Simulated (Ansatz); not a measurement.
Relaxed MoS$_{2}$ (3R-MoS2 type, space group R3m):

```yaml
crystal:
  lattice:
    - [1.58761, 0.91661, 6.19494]
    - [-1.58761, 0.91661, 6.19494]
    - [0.00000, -1.83321, 6.19494]
  atoms:
    - { symbol: Mo, position: [0.00000, 0.00000, 0.00000] }
    - { symbol: S, position: [0.75030, 0.75030, 0.75030] }
    - { symbol: S, position: [0.58300, 0.58300, 0.58300] }
```

In each cell atom 1 (Mo, nearest neighbour S at 2.403 Å; its periodic images, 3.2 Å or more away, move with it) moves by s·(0.577, 0.577, 0.577) (along Cartesian [111]), the rest being held.

Calculation: r2SCAN+rVV10 (plane waves to 500 eV, PAW, scalar-relativistic; Ansatz, a quantum-chemistry and plane-wave program). k mesh 10×10×10 (Γ-centred), Fermi-Dirac smearing 0.05 eV. E stands for the smeared free energy. MoS2 is run without spin polarisation. MoS2 was relaxed with its symmetry unable to fall. This is one of several known forms of MoS2; the measured ambient cells at hand have space group No. 194. ΔE is measured from the undisplaced structure.

```
s (Å)   ΔE (meV/cell)
------  -------------
-0.240            691
-0.192            444
-0.144            250
-0.096            111
-0.048             28
0.000               0
0.048              28
0.096             112
0.144             253
0.192        withheld
0.240             710
```

Problem. Fit a polynomial form (powers 2, 3, 4) to the given rows and predict ΔE at s = 0.192.

Solution. Least squares on the 10 given rows: ΔE = (12130)·s² + (664.4)·s³ + (650.5)·s⁴, in meV/cell with s in Å; root-mean-square residual 0.4 meV/cell. At 0.192 the fit gives 453 meV/cell; the calculation gives 452 meV/cell, so the interpolation is off by 1 (+0.2 %). The quadratic term alone would give 447 meV/cell.

(A displaced cell: forces are minus the slopes of the energy, force constants its curvatures, and phonons follow from these.)
